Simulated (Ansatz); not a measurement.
## Ta: from a starting cell to a relaxed one

The start is a relaxed Ta cell displaced along its unstable phonon at q = (0, 0, ½) of its primitive reciprocal cell (78i cm⁻¹), largest move 0.15 Å. A full variable-cell relaxation at zero pressure is run with r2SCAN (plane waves to 500 eV, PAW, scalar-relativistic; Ansatz, a program for electronic structure). The first steps use a coarse 13×13×6 k-mesh.

Starting cell:
```
Ta
1.0
    2.87571     0.00000     0.00000
   -1.43786     2.49044     0.00000
    0.00000     0.00000     5.43487
Ta
2
Direct
  0.03012   0.06023   0.00000
  0.96988   0.93977   0.50000
```

Question: What is the largest force in the starting geometry, and on which atom (counted from 1)?

Answer: 0.51 eV/Å, on Ta1, Ta2 (atoms numbered as listed).

Question: By how much does the energy per atom fall from start to end?

Answer: 0.45 eV/atom.

Question: How does the volume change?

Answer: -5.2 %, from 19.46 to 18.45 Å³/atom.

Question: Is the parent structure recovered?

Answer: It does not go back: it reaches Cmcm (No. 63), AFLOW prototype A_oC4_63_c (A20), 0.49 eV/atom below the parent.

Question: How do the shortest distances between atoms change?

Answer: The closest pairs of elements (up to four, under 3.6 Å), start → end: Ta–Ta 2.73 → 2.71 Å.

Question: Is the relaxed structure metallic? Give its gap.

Answer: No gap (metallic).

Final values are on a 19×19×10 k-mesh of the relaxed cell. No spin polarisation in the result.

The run could not lose the symmetry of its start: the end is stationary, and may be a saddle point rather than a minimum.

The relaxed structure here is a generated cell of Ta: the first start was made by placing the elements on the sites of a structure type, and the end was not matched to a known phase here, so it may be hypothetical. Known forms of Ta include space group No. 229.
